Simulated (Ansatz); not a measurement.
BP:
```cif
data_BP
_chemical_formula_sum 'B1 P1'
_space_group_name_H-M_alt 'P 1'
_space_group_IT_number 1
_cell_length_a 3.17541
_cell_length_b 3.17541
_cell_length_c 3.17541
_cell_angle_alpha 60.000
_cell_angle_beta 60.000
_cell_angle_gamma 60.000
loop_
_space_group_symop_operation_xyz
  'x, y, z'
loop_
_atom_site_label
_atom_site_type_symbol
_atom_site_fract_x
_atom_site_fract_y
_atom_site_fract_z
_atom_site_occupancy
B1 B 0.00000 0.00000 0.00000 1
P1 P 0.75000 0.75000 0.75000 1
```

Relaxed with LDA.

Which orbitals make up the states near the band edges in LDA (plane waves, PAW; program Ansatz)?

Top 1 eV of the valence band: B 2p 53 %, P 3p 43 %. Bottom 1 eV of the conduction band: B 2s 24 %, B 2p 24 %, P 3p 23 %, P 3s 13 %, outside the projected shells 17 %. Projections are on Löwdin-orthogonalised atomic valence shells; empty p or d shells of many metals are not among them.

Tabulate the density of states.

States/eV per cell of 2 atoms, in 0.25 eV bins, energy from the valence-band maximum.

```tsv
E (eV)	total	P 3p	B 2p	B 2s
-7.85	0.82	0.41	0.14	0.20
-7.60	0.56	0.27	0.11	0.12
-7.35	0.47	0.22	0.10	0.09
-7.10	0.39	0.18	0.09	0.07
-6.85	0.35	0.16	0.08	0.06
-6.60	0.30	0.14	0.08	0.05
-6.35	0.47	0.23	0.15	0.05
-6.10	0.74	0.38	0.26	0.05
-5.85	0.75	0.38	0.27	0.06
-5.60	0.73	0.37	0.26	0.06
-5.35	0.72	0.36	0.26	0.06
-5.10	0.76	0.38	0.29	0.05
-4.85	0.81	0.40	0.31	0.05
-4.60	0.84	0.42	0.34	0.05
-4.35	1.00	0.50	0.41	0.05
-4.10	1.10	0.56	0.47	0.04
-3.85	1.07	0.54	0.46	0.04
-3.60	1.05	0.53	0.46	0.04
-3.35	1.00	0.50	0.44	0.03
-3.10	0.97	0.48	0.44	0.03
-2.85	0.95	0.47	0.43	0.02
-2.60	0.93	0.46	0.43	0.02
-2.35	0.89	0.44	0.42	0.02
-2.10	0.87	0.42	0.42	0.01
-1.85	0.78	0.38	0.38	0.01
-1.60	0.56	0.26	0.27	0.01
-1.35	0.44	0.20	0.22	0.01
-1.10	0.34	0.16	0.17	0.01
-0.85	0.27	0.12	0.14	0.00
-0.60	0.21	0.09	0.11	0.00
-0.35	0.14	0.06	0.08	0.00
-0.10	0.04	0.02	0.02	0.00
0.15	0.00	0.00	0.00	0.00
0.40	0.00	0.00	0.00	0.00
0.65	0.00	0.00	0.00	0.00
0.90	0.00	0.00	0.00	0.00
1.15	0.01	0.00	0.00	0.00
1.40	0.13	0.03	0.02	0.04
1.65	0.23	0.05	0.05	0.06
1.90	0.33	0.07	0.08	0.07
2.15	0.41	0.09	0.11	0.08
2.40	0.47	0.11	0.14	0.08
2.65	0.55	0.13	0.16	0.08
2.90	0.64	0.16	0.20	0.08
3.15	0.74	0.18	0.24	0.08
3.40	0.86	0.23	0.29	0.08
3.65	1.04	0.27	0.35	0.09
3.90	1.44	0.35	0.50	0.12
4.15	1.60	0.35	0.54	0.16
4.40	0.76	0.19	0.27	0.04
4.65	0.58	0.17	0.19	0.03
4.90	1.07	0.38	0.32	0.08
5.15	1.10	0.39	0.31	0.09
5.40	1.25	0.42	0.34	0.12
5.65	1.36	0.45	0.36	0.12
5.90	1.20	0.38	0.33	0.10
```

Space group F-43m (zinc blende). The cell was relaxed with LDA under the symmetry of its start; phonons on a q-mesh show no instability.

Potentials: the earlier of the program's two PAW sets.
